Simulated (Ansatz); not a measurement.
Al (fcc, Cu type)

```
Al
1.0
    0.00000     2.01999     2.01999
    2.01999     0.00000     2.01999
    2.01999     2.01999     0.00000
Al
1
Direct
  0.00000   0.00000   0.00000
```

This relaxed cell (volume V₀) is scaled evenly in all directions, its shape held. Symmetry pins the atoms to their sites.

These are PBE (plane waves to 420 eV, PAW, scalar-relativistic; Ansatz, a first-principles code) values and carry that method's errors. k mesh 20×20×20 (Γ-centred), Fermi-Dirac smearing 0.05 eV. Energies are smeared free energies. Al was relaxed with its symmetry unable to fall. The PAW data are Ansatz's earlier set. The zero of ΔE is the relaxed starting cell. The last digit holds for this mesh only.

| V (Å³/atom) | ΔE (meV/atom) |
|---|---|
| 13.847 | 140.3 |
| 14.287 | 91.9 |
| 14.726 | 55.5 |
| 15.166 | 29.5 |
| 15.606 | 12.4 |
| 16.045 | 3.0 |
| 16.485 | 0.0 |
| 16.924 | 2.7 |
| 17.364 | 10.1 |
| 17.803 | 21.8 |
| 18.243 | 36.9 |
| 18.683 | 55.1 |
| 19.122 | 75.9 |

Problem. What is the fitted pressure derivative B₀′?

Solution. 4.7.

Problem. What bulk modulus B₀ follows from a third-order Birch-Murnaghan fit?

Solution. 76.4 GPa. Check by three points about V = 16.485 Å³/atom, step 0.879: d²E/dV² ≈ (12 − 2·0 + 10) meV / 0.879² = 0.0285 eV/Å⁶, and V·d²E/dV² × 160.2 = 75.2 GPa.

(A scan under strain: stresses follow from slopes of the energy per volume, elastic moduli from its curvatures.)
